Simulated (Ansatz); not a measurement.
AlN (wurtzite)

```
AlN
1.0
    3.10670     0.00000     0.00000
   -1.55335     2.69048     0.00000
    0.00000     0.00000     4.97846
Al N
2 2
Cartesian
  0.00000   1.79366   4.96150
  1.55335   0.89683   2.47227
  0.00000   1.79366   1.88288
  1.55335   0.89683   4.37211
```

The slice is a (1 -1 0 0) plane (indices of the conventional cell) through the point (0.667, 0.333, 0.497) (fractional), spanned by u = [110] and v = [001] in vectors of this cell: u (3.11 Å) and v (4.98 Å, at 90° to u). It covers one period; positions are fractions (u, v).

Computed with r2SCAN (plane waves to 500 eV, PAW, scalar-relativistic; Ansatz, a quantum-chemistry and plane-wave program). k mesh 12×12×7. Inside the PAW spheres the values are not all-electron values, and peaks at nuclei hang on which shells count as valence. AlN was relaxed with its symmetry unable to fall.

Problem. What is the ELF at the midpoint of the shortest Al–N line in this plane (1.90 Å)?

Solution. 0.87.

Problem. What is the valence density on the shortest Al–N line in this plane (1.90 Å), at its midpoint?

Solution. 0.68 e/Å³.

Problem. The ELF has a maximum in the middle third of the Al–N line. Where, and how high?

Solution. 0.88, 1.1 Å from Al.

Problem. Predict the map of the electrostatic potential energy of an electron, from the cell's mean on the slice.

Solution. 
```
|xxxxxx -*###*- xxxxx|
|xxxxx  -*###*-  xxxx|
|xxxxx .+*###*+. xxxx|
|xxxx  -*#####*-  xxx|
|xx   -+#%%%%%#+-   x|
|    -+#%%%%%%%#+-   |
|..:=*#%@@@@@@@%#*=:.|
|+++*#%%@@@@@@@%%#*++|
|###%%%%%%%%%%%%%%%##|
|%%%%%%%###*###%%%%%%|
|@@@@%%#*+===+*#%%@@@|
|@@@@%#*=-:.:-=*#%@@@|
|@@@@%*=:     :=*%@@@|
|%%%%#*-.     .-*#%%%|
|xx+**+-       -+**+x|
|xxxx+=:       :=+xxx|
|xxxxx=-       -=xxxx|
|xxxxx--.     .--xxxx|
|xxxxxx=-.   .-=xxxxx|
|xxxxxx++=-:-=++xxxxx|
|xxxxxx***+++***xxxxx|
|xxxxx*#%##*##%#*xxxx|
|xxxxx#%%%%%%%%%#xxxx|
|xxx-*%%@@@%@@@%%*-xx|
|  :=*#%%@@@@@%%#*=: |
|   .-+#%%@@@%%#+-.  |
|xx   :+#%%@%%#+:   x|
|xxxx  -+#%%%#+-  xxx|
|xxxxx  =#%%%#=  xxxx|
|xxxxx  -*%%%*-  xxxx|
|xxxxxx :*#%#*: xxxxx|
|xxxxxx :*#%#*: xxxxx|
```
Scale: ten equal steps from -1.00 (start of ' ') to 7.64 (end of '@'), in the order ' .:-=+*#%@'. Values: electrostatic potential energy of an electron, from the cell's mean, in eV. The map has 20 points along u (one character each, u = 0 at the left) and 32 along v (v = 0 in the bottom row). Points within 0.8 Å of a nucleus are blanked (x), as the pseudised field means little there. Values under -1 eV are set to -1. The zero, the cell's mean, hangs on the PAW cores.
